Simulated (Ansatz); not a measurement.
Calculated ²⁰⁹Bi NMR of the central transition for BiTe at a changed volume

Cell: an entry of the Crystallography Open Database (COD), relaxed with PBE at fixed cell and then changed (volume scaled by 0.96, ions relaxed).

Space group P-3m1 (No. 164); a = 4.3622, c = 23.7250 Å, γ = 120.00°.

```
site  Wyckoff  site symmetry       x       y       z
 Bi1       2c            3m.  0.0000  0.0000  0.1239
 Bi3       2d            3m.  0.3333  0.6667  0.2922
 Bi5       2d            3m.  0.6667  0.3333  0.4642
 Te7       2d            3m.  0.3333  0.6667  0.0512
 Te9       2d            3m.  0.6667  0.3333  0.2085
Te11       2c            3m.  0.0000  0.0000  0.3657
```

One atom of each set is listed.

The numbers come from a DFT calculation in Ansatz (PBE, plane waves and PAW, scalar-relativistic, 420 eV cutoff, Γ-centred 11×11×2 k-points, Fermi–Dirac smearing 0.05 eV).

²⁰⁹Bi has I = 9/2 and Q = -516.0 mb (Pyykkö 2018); at 9.4 T its Larmor frequency is ν₀ = 65.4 MHz (from the bare nuclear moment; shielding lowers the observed one by a per cent or two). Only the quadrupole interaction is simulated: positions count from each site's isotropic chemical shift, and shift anisotropy, dipolar and J coupling are left out.

Q: What does the ²⁰⁹Bi spectrum (static powder) show for each site?

A: 

```csv
site,first shell,C_Q (MHz),η,P_Q (MHz),δ_QIS (ppm),breadth (kHz)
Bi1,6 Te at 3.05–3.22 Å,-21.8,0.00,21.8,-154,52.4
Bi3,6 Te at 3.06–3.21 Å,-45.5,0.00,45.5,-671,229
Bi5,"3 Bi at 3.04 Å, 3 Te at 3.43 Å",-93.6,0.00,93.6,-2840,968
```

δ_QIS = −(ν_Q²/30ν₀²)[I(I+1) − 3/4](1 + η²/3) × 10⁶ ppm with ν_Q = 3|C_Q|/[2I(2I−1)]; it falls as 1/B₀² in ppm, and the breadth as 1/B₀ in kHz.

An axis of threefold or higher order runs through Bi1, Bi3 and Bi5, so V_zz lies along it and η is zero.

Spin–orbit coupling is left out, which shifts gradients on Bi by a few per cent in wide-gap crystals, and can shift them far more where the calculated gap is small or absent, as here. Newer work puts Q(²⁰⁹Bi) near −420 mb, which would lower these couplings by about a fifth. With a gap of 0.20 eV under a smearing of 0.05 eV the band edges are partly filled, so small gradients can hang on the smearing and the k-mesh.
